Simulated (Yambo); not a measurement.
Yambo run on BN (space group P6_3/mmc, No. 194). The wavefunctions are norm-conserving PBEsol (Quantum ESPRESSO, 84 Ry, without SOC) ones on a 6×6×2 mesh (8 occupied bands); a = b = 2.5054 Å, c = 6.6103 Å, α = β = 90.00°, γ = 120.00°.

Yambo input:

```
rim_cut
gw0
dyson
el_el_corr
HF_and_locXC
ppa
em1d
RandQpts= 1000000
RandGvec= 1 Ry
EXXRLvcs= 84 Ry
VXCRLvcs= 336 Ry
Chimod= "HARTREE"
% BndsRnXp
 1 | 95 |
%
NGsBlkXp= 4 Ry
% LongDrXp
 1.0 | 1.0 | 1.0 |
%
PPAPntXp= 27.2114 eV
% GbndRnge
 1 | 95 |
%
GTermKind= "BG"
DysSolver= "n"
ExtendOut
% QPkrange
 7 | 7 | 9 | 9 |
 14 | 14 | 8 | 9 |
%
```

k points by index: 7 = M, 14 = H.

Resulting energies as the program prints them:

```
#    K-point    Band    Eo [eV]    E [eV]    E-Eo [eV]    Vxc [eV]    Vnlxc [eV]    Sc|Eo [eV]    Sc|E [eV]    dSc/dw|Eo [eV]    Re(Z)    Im(Z)
#
    7    9    4.188800    5.042902    0.854102    -10.41585    -5.409999    -3.991111    -4.151752    -5.117465    0.841705    -0.926427E-3
    14    8    0.000000    -0.564924    -0.564924    -16.46999    -19.83417    2.671228    2.799253    -6.165799    0.815268    -0.001113
    14    9    4.594465    5.578583    0.984118    -11.02104    -5.691081    -4.151203    -4.345842    -5.381382    0.834889    -0.982245E-3
```
(The two width columns are left out.) Convergence of these settings isn't established.

Geometry relaxed with PBE+D3(BJ).
